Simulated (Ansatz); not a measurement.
NbAs:
```xyz
4
Lattice="-1.7286 1.7286 5.8822 1.7286 -1.7286 5.8822 1.7286 1.7286 -5.8822" Properties=species:S:1:pos:R:3 pbc="T T T"
Nb     0.0000     0.0000    11.7599
Nb     0.0000     1.7286     2.9366
As     0.0000     0.0000     4.9102
As     1.7286     0.0000     1.9691
```

Relaxed with r²SCAN. Special points in fractions of this cell's reciprocal vectors: Γ (0.000, 0.000, 0.000); X (0.000, 0.000, 0.500); P (0.250, 0.250, 0.250); N (0.000, 0.500, 0.000); M (0.500, 0.500, -0.500); S (0.272, 0.728, -0.272); S0 (-0.272, 0.272, 0.272); R (-0.043, 0.043, 0.500); G (0.500, 0.500, -0.043).

Task: List the band energies nearest the Fermi level at these points for r²SCAN in the plane-wave PAW code Ansatz.

Result: In eV from the Fermi level; about four levels below and three above (degenerate sets whole), none deeper than 8.9 eV; points with the same levels are listed once.

```csv
k,below,above
Γ,-2.13 -1.79 -1.52 -1.52,0.74 1.32 2.51
X,-3.04 -3.04 -0.69 -0.69,2.55 2.55 2.76 2.76
P,-3.07 -3.07 -0.68 -0.68,2.56 2.56 2.72 2.72
N,-2.41 -1.99 -1.48 -0.18,0.07 1.23 2.25
M,-2.57 -2.57 -0.69 -0.69,1.01 1.01 2.01 2.01
S,-2.40 -2.25 -1.51 -0.12,0.11 1.50 2.13
R,-3.02 -3.02 -0.73 -0.73,2.41 2.41 2.79 2.79
```

Space group I4_1md. Symmetry was held in the r²SCAN relaxation. The run is not spin-polarised. A small band overlap can be real or an error of a semilocal functional. The Fermi level of a semimetal is unsure by some 0.05 eV on such meshes. Spin–orbit coupling is left out wherever it is not named.

Potentials: the earlier of the program's two PAW sets.
